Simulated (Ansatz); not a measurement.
An acoustic mirror alternates quarter-wave layers of high and low impedance; the larger the ratio, the fewer layers.

The yardstick is AlN. Each row is paired with the reference. Frequency 3.5 GHz, 3 pairs, polycrystalline averages.

Levels of theory (Ansatz, a plane-wave PAW program): density: PBE, relaxed cell; longitudinal speed: PBE, elastic tensor, Hill average.

Runs started from generated or typed cells of the structure named: PbF2; AlN. Spin–orbit coupling is left out unless named.

Working rules: Z = ρ v_l; layer = v_l/4f; ratio = larger Z over smaller Z; isolation ≈ 20 × 3 × log₁₀(ratio), up to a constant set by the substrate.

```
crystal                    density (g/cm³)  v_l (km/s)  impedance (MRayl)  quarter wave (nm)  impedance ratio  isolation (dB)
-------------------------  ---------------  ----------  -----------------  -----------------  ---------------  --------------
PbF2 (fluorite)                       7.54        3.58              26.99                256            1.247               6
LiF (rock salt)                       2.56        7.10              18.18                507            1.851              16
KMgF3 (cubic perovskite)              3.00        6.41                [?]                [?]              [?]             [?]
SrCl2 (fluorite)                      3.02        4.12              12.44                294            2.706              26
NaF (rock salt)                       2.68        5.60              15.01                400            2.243              21
AlN (wurtzite), reference             3.20       10.52              33.66                751            1.000               0
CdF2 (fluorite)                       6.07        4.61                [?]                [?]              [?]             [?]
KZnF3 (cubic perovskite)              3.81        5.46              20.80                390            1.618              13
```

Q: What belongs in the gaps?

A: 
- CdF2: Z = 6.07 × 4.61 = 27.98 MRayl; quarter wave: 4.61 km/s/(4 × 3.5 GHz) = 329 nm; impedance ratio: larger of 27.98/33.66 and its inverse = 1.203; isolation: 20 × 3 × log₁₀(1.203) = 5 dB.
- KMgF3: Z = 3.00 × 6.41 = 19.23 MRayl; quarter wave: 6.41 km/s/(4 × 3.5 GHz) = 458 nm; impedance ratio: larger of 19.23/33.66 and its inverse = 1.750; isolation: 20 × 3 × log₁₀(1.750) = 15 dB.

Ranking by impedance ratio, highest first: SrCl2 (2.706 ± 0.17), NaF (2.243 ± 0.14), LiF (1.851 ± 0.12) ≈ KMgF3 (1.750 ± 0.11) ≈ KZnF3 (1.618 ± 0.10), PbF2 (1.247 ± 0.080) ≈ CdF2 (1.203 ± 0.077). The ± follows from allowances picked for this note (density 4 %, longitudinal speed 5 %), carried to first order and added in quadrature, each row's own inputs moving alone; ≈ joins neighbours closer than their two ± added in quadrature.

Sputtered films are textured or amorphous and softer than these crystals; shear waves need a mirror of their own. Where several phases of a formula are at hand, those over 0.1 eV/atom above the lowest were not drawn (by r²SCAN where it compared them, else by the largest value; a layered or molecular lowest phase counts only with a dispersion term); other phases could lie lower still. Rows are a sample by related chemistry or structure, familiar materials first, kept where one row at least reaches a ratio of 2.5. Limits of the draw: impedance over 8 MRayl; for moduli and speeds, an anisotropy index under 2.5, no layered crystals; no unfamiliar magnets, and cubic perovskites only if shown or known to be stable. As a rule kept out of such tables: 4f compounds, open-shell compounds run without a Hubbard term, cells found unstable in the tests at hand, cells close to a higher symmetry, and runs set to a pressure or over 12 % in volume from the crystal's fullest run.
